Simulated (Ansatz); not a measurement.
Given:

ZnO:
Space group P6₃mc (No. 186); a = b = 3.235 Å, c = 5.211 Å, α = β = 90.00°, γ = 120.00°

```json
[
 {"atom": "Zn", "site": "2b", "symmetry": "3m.", "x": "0.3333", "y": "0.6667", "z": "0.0003"},
 {"atom": "O", "site": "2b", "symmetry": "3m.", "x": "0.3333", "y": "0.6667", "z": "0.3800"}
]
```

This is the r²SCAN-relaxed structure.

Q: All from plane-wave PAW r²SCAN (Ansatz code), unless another level is named. Give the formation energy from the elements (no fitted shifts).

A: -1.61 eV/atom.

Q: Next, the band gap?

A: 1.23 eV (direct).

Q: Next, the electron effective mass?

A: 0.19 mₑ (isotropic).

Space group P6_3mc (wurtzite). The r²SCAN relaxation kept the symmetry of its start; of distortions, only those at the zone centre were tested. The references are the lowest solids computed at this level, not always the standard phases (solids in place of the gases).

Potentials: the earlier of the program's two PAW sets.
